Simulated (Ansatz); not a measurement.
The relaxed structure here is a generated cell of AlNi: the first start was made by placing the elements on the sites of a structure type, and the end was not matched to a known phase here, so it may be hypothetical. Known forms of AlNi include space group No. 221.

One stationary structure of AlNi. Space group Pmmn (No. 59). These are PBE (plane waves to 420 eV, PAW, scalar-relativistic; Ansatz, a first-principles code) values and carry that method's errors.

Space group Pmmn, origin choice 1 (No. 59); a = 2.735 Å, b = 3.621 Å, c = 5.093 Å, α = 90.00°, β = 90.00°, γ = 90.00°

```tsv
atom	site	symmetry	x	y	z
Al	2a	mm2	0.0000	0.0000	0.6615
Ni	2a	mm2	0.0000	0.0000	0.1491
```

### Question
Estimate the magnetic moment that PBE returns for this input.

### Answer
Zero (the starting moments vanished).

No spin polarisation in the result: the starting moments vanished. A magnetic state may lie lower.

The run could not lose the symmetry of its start; a randomly shaken copy of 8 atoms returns to this structure.
